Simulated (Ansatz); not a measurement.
BaGaGeH in space group P3m1 (No. 156; Ba on 1b, Ga on 1a, Ge on 1c, H on 1a), plane-wave PAW r²SCAN (Ansatz code), all energies at zero smearing, with the estimated change up to a 700 eV cutoff added, with one set of potentials and settings (totals compare only within such a set). Cell of 4 atoms (1 Ba, 1 Ga, 1 Ge, 1 H): -14076.040 eV.

```csv
element,reference phase,E (eV/atom)
Ba,"Im-3m, 1 atoms in the cell",-5964.4614
Ga,"Cmce, 4 atoms in the cell",-3790.2689
Ge,"Fd-3m, 2 atoms in the cell",-4302.9041
H,"P2_12_12_1, 8 atoms in the cell",-15.9458
```

Formation energy per atom, worked out: (-14076.040 − 1×(-5964.4614) − 1×(-3790.2689) − 1×(-4302.9041) − 1×(-15.9458))/4 = -0.615 eV/atom (-59 kJ per mol of atoms), at 0 K, without zero-point energy or fitted corrections.

The first step of the workflow began from a Materials Project structure, measured or hypothetical; the Crystallography Open Database files this formula in space group No. 156, but the cells were not matched. Whether it is the stable phase at ambient conditions was not checked. Symmetry was held in the r²SCAN relaxation; its stability against distortions is not shown here. The references are the lowest solids computed at this level, not always the standard phases (solids in place of the gases). Scalar-relativistic: spin–orbit coupling is off unless named, which matters more the heavier the elements.

Potentials: the later of the program's two PAW sets.
